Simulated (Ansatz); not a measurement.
## 17O NMR of the central transition in YVSe2O8

Cell: a Materials Project structure (computed, not necessarily an observed phase), taken as it stands.

Space group Aem2 (No. 39); a = 10.7438, b = 7.3686, c = 8.1102 Å.

```
site  Wyckoff  site symmetry       x       y       z
   Y       4b            ..2  0.5000  0.0000  0.8429
   V       4a            ..2  0.0000  0.0000  0.8574
 Se5       4c            .m.  0.7746  0.2500  0.6991
 Se7       4c            .m.  0.7006  0.7500  0.6561
  O9       8d              1  0.8241  0.0619  0.8148
 O13       4a            ..2  0.0000  0.0000  0.0602
 O15       4c            .m.  0.9655  0.2500  0.3221
 O17       4c            .m.  0.6225  0.7500  0.2692
 O19       4c            .m.  0.6355  0.2500  0.3557
 O21       8d              1  0.6115  0.0692  0.0876
```

One atom of each set is listed; the run and its k-mesh use a cell of 24 atoms with edges of 10.74, 5.48, 5.48 Å.

Method: Kohn–Sham DFT in Ansatz, PBE, plane waves and PAW, scalar-relativistic, 420 eV cutoff, Γ-centred 2×4×4 k-points, Fermi–Dirac smearing 0.02 eV.

17O has I = 5/2 and Q = -25.58 mb (Pyykkö 2018); at 16.4 T its Larmor frequency is ν₀ = 94.7 MHz. Only the quadrupole interaction is simulated: positions count from each site's isotropic chemical shift, and J coupling is left out, as are shift anisotropy and dipolar coupling, which fast spinning averages.

**Question.** What does the 17O spectrum (fast magic-angle spinning) show for each site?

**Answer.** 

| site | first shell | C_Q (MHz) | η | P_Q (MHz) | δ_QIS (ppm) | breadth (kHz) |
| --- | --- | --- | --- | --- | --- | --- |
| O9 | 1 Se at 1.76 Å, 1 V at 1.97 Å, angle 124° | -8.10 | 0.40 | 8.32 | -46.3 | 10.1 |
| O13 | 1 V at 1.64 Å; also 1 V at 2.41 Å, 2 Se at 3.24 Å | 1.23 | 0.47 | 1.27 | -1.08 | 0.238 |
| O15 | 2 V at 1.90 Å, angle 151°; also 2 Se at 2.97–3.15 Å | 4.17 | 0.22 | 4.20 | -11.8 | 2.53 |
| O17 | 1 Se at 1.73 Å; also 2 Y at 2.34 Å | -9.12 | 0.21 | 9.18 | -56.4 | 12.1 |
| O19 | 1 Se at 1.76 Å; also 2 Y at 2.35 Å | -8.36 | 0.11 | 8.38 | -47.0 | 9.84 |
| O21 | 1 Se at 1.73 Å; also 2 Y at 2.37–2.45 Å | -8.11 | 0.22 | 8.18 | -44.7 | 9.60 |

δ_QIS = −(ν_Q²/30ν₀²)[I(I+1) − 3/4](1 + η²/3) × 10⁶ ppm with ν_Q = 3|C_Q|/[2I(2I−1)]; it falls as 1/B₀² in ppm, and the breadth as 1/B₀ in kHz.

At O17, O19 and O21 V_zz points along its bond to Se (within 7°) in each case. At O9 V_zz points along the shorter of its two bonds, to Se (within 6°).

The largest force is 1.2 eV/Å, so the atoms aren't at the calculated equilibrium and relaxing them would move these values. The run isn't spin-polarised; if V carries unpaired electrons in the real compound, its values differ.
